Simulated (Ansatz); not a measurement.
LuAlB₄:
```xyz
12
Lattice="3.5904 -4.5701 0.0000 3.5904 4.5701 0.0000 0.0000 0.0000 3.4210" Properties=species:S:1:pos:R:3 pbc="T T T"
Lu     3.5904    -1.8256     0.0000
Lu     3.5904     1.8256     0.0000
Al     1.2975     0.0000     0.0000
Al     5.8833     0.0000     0.0000
B      4.4555     0.0000     1.7105
B      2.7253     0.0000     1.7105
B      1.6057     1.4606     1.7105
B      5.5752    -1.4606     1.7105
B      1.6057    -1.4606     1.7105
B      5.5752     1.4606     1.7105
B      3.5904    -3.7149     1.7105
B      3.5904     3.7149     1.7105
```

Relaxed with LDA.

Which orbitals make up the states near the Fermi level in LDA in the plane-wave PAW code Ansatz?

Within 0.5 eV of the Fermi level: B 2p 45 %, Lu 5d 36 %, Al 3p 6 %. Projections are on Löwdin-orthogonalised atomic valence shells; empty p or d shells of many metals are not among them.

Tabulate the density of states.

States/eV per cell of 12 atoms, in 0.25 eV bins, energy from the Fermi level.

| E (eV) | total | Lu 4f | B 2p | Lu 5d |
|---|---|---|---|---|
| -7.85 | 2.33 | 0.02 | 1.23 | 0.25 |
| -7.60 | 2.38 | 0.03 | 1.31 | 0.25 |
| -7.35 | 2.53 | 0.03 | 1.43 | 0.26 |
| -7.10 | 2.54 | 0.04 | 1.48 | 0.25 |
| -6.85 | 2.65 | 0.05 | 1.59 | 0.26 |
| -6.60 | 2.79 | 0.07 | 1.71 | 0.27 |
| -6.35 | 3.39 | 0.12 | 2.12 | 0.32 |
| -6.10 | 3.52 | 0.16 | 2.22 | 0.35 |
| -5.85 | 3.33 | 0.23 | 2.05 | 0.32 |
| -5.60 | 4.49 | 0.54 | 2.67 | 0.39 |
| -5.35 | 5.06 | 0.89 | 2.89 | 0.44 |
| -5.10 | 5.23 | 2.01 | 2.19 | 0.32 |
| -4.85 | 45.43 | 40.79 | 3.32 | 0.47 |
| -4.60 | 64.39 | 60.80 | 2.33 | 0.54 |
| -4.35 | 6.53 | 2.67 | 2.55 | 0.50 |
| -4.10 | 5.98 | 1.14 | 3.28 | 0.69 |
| -3.85 | 5.42 | 0.64 | 3.34 | 0.69 |
| -3.60 | 4.65 | 0.36 | 3.04 | 0.65 |
| -3.35 | 4.85 | 0.28 | 3.27 | 0.70 |
| -3.10 | 4.84 | 0.20 | 3.44 | 0.71 |
| -2.85 | 4.51 | 0.12 | 3.26 | 0.73 |
| -2.60 | 4.85 | 0.10 | 3.58 | 0.76 |
| -2.35 | 4.65 | 0.09 | 3.47 | 0.74 |
| -2.10 | 3.28 | 0.06 | 2.55 | 0.40 |
| -1.85 | 2.98 | 0.06 | 2.24 | 0.41 |
| -1.60 | 2.35 | 0.04 | 1.57 | 0.46 |
| -1.35 | 1.74 | 0.03 | 1.07 | 0.41 |
| -1.10 | 1.78 | 0.02 | 1.07 | 0.46 |
| -0.85 | 1.48 | 0.02 | 0.80 | 0.46 |
| -0.60 | 1.62 | 0.01 | 0.82 | 0.55 |
| -0.35 | 1.68 | 0.01 | 0.76 | 0.59 |
| -0.10 | 1.53 | 0.01 | 0.70 | 0.56 |
| 0.15 | 1.15 | 0.01 | 0.52 | 0.43 |
| 0.40 | 1.91 | 0.01 | 0.81 | 0.70 |
| 0.65 | 2.30 | 0.01 | 0.96 | 0.81 |
| 0.90 | 2.04 | 0.01 | 0.88 | 0.71 |
| 1.15 | 3.00 | 0.02 | 1.24 | 1.04 |
| 1.40 | 2.41 | 0.01 | 1.02 | 0.73 |
| 1.65 | 2.97 | 0.01 | 1.27 | 0.94 |
| 1.90 | 2.27 | 0.01 | 0.98 | 0.69 |
| 2.15 | 2.46 | 0.01 | 0.96 | 0.78 |
| 2.40 | 2.63 | 0.01 | 0.98 | 0.86 |
| 2.65 | 2.40 | 0.01 | 0.90 | 0.87 |
| 2.90 | 2.63 | 0.01 | 0.94 | 0.98 |
| 3.15 | 3.71 | 0.01 | 1.24 | 1.41 |
| 3.40 | 3.75 | 0.01 | 1.11 | 1.43 |
| 3.65 | 3.91 | 0.01 | 1.07 | 1.48 |
| 3.90 | 5.04 | 0.01 | 1.29 | 2.04 |
| 4.15 | 5.92 | 0.01 | 1.36 | 2.44 |
| 4.40 | 6.03 | 0.01 | 1.47 | 2.54 |
| 4.65 | 5.06 | 0.00 | 1.21 | 2.18 |

Space group Cmmm. The workflow started from an entry of the Crystallography Open Database (COD, 298 K), which files this formula under 2 space groups. Whether it is the stable phase at ambient conditions was not checked. The LDA relaxation kept the symmetry of its start; its stability against distortions is not shown here. Spin–orbit coupling is left out wherever it is not named.

Potentials: the later of the program's two PAW sets.
